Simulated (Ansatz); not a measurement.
# Al₃BSb₂: rattling a relaxed structure

The cell was found from a proposed guess, not taken from experiment.

Level of theory: DFT PBE, scalar-relativistic, plane waves, PAW in Ansatz. Plane waves to 420 eV, a k mesh through Γ of 12×12×4 on the computed 6-atom cell and Gaussian smearing (0.10 eV); no spin polarisation.

The cell below (6 atoms, space group P-3m1 (No. 164)) is relaxed within its symmetry.

```
Al B Sb
1.0
     3.49302    0.00000    0.00000
    -1.74651    3.02505    0.00000
     0.00000    0.00000   10.82215
Al B Sb
3 1 2
Direct
  0.33333 0.66667 0.08555
  0.66667 0.33333 0.91445
  0.00000 0.00000 0.50000
  0.00000 0.00000 0.00000
  0.66667 0.33333 0.31185
  0.33333 0.66667 0.68815
```

For the test a repeat of it with 12 atoms (edges 3.49, 6.05, 10.82 Å) was strained at random (σ = 1.5 % a component), the atoms were moved at random (σ = 0.10 Å), and all was relaxed again on a coarse 6×4×2 mesh (in the run’s order of axes) with 0.20 eV smearing, with no symmetry imposed.

These runs have no spin–orbit coupling, which can matter for Sb.

Question: What happens?

Answer: It doesn't return. The energy falls by 38 meV/atom on that mesh, the volume changes by 6.7 %, and the end has space group R-3m (No. 166) at a loose tolerance. Relaxed again on a 10×10×4 mesh with 0.10 eV smearing, the new structure lies 37 meV/atom below the first (mesh in the axes of the run's cell; the cell below is made exact in the group named). Space group R-3m (No. 166), trigonal, a = 3.597 Å, c = 32.737 Å. Al on a site of symmetry 3m is surrounded by 3 B at 2.25 Å, 3 Al at 2.69 Å and 1 Sb at 2.79 Å; Al on a site of symmetry -3m is surrounded by 6 Sb at 2.76 Å; B is surrounded by 6 Al at 2.25 Å; Sb is surrounded by 4 Al at 2.76–2.79 Å.

Space group R-3m:H (No. 166). a = 3.597 Å, b = 3.597 Å, c = 32.737 Å, α = 90.00°, β = 90.00°, γ = 120.00°
```
atom  site  symmetry       x       y       z
  Al    6c        3m  0.3333  0.6667  0.8596
  Al    3a       -3m  0.0000  0.0000  0.0000
   B    3b       -3m  0.6667  0.3333  0.8333
  Sb    6c        3m  0.3333  0.6667  0.9447
```
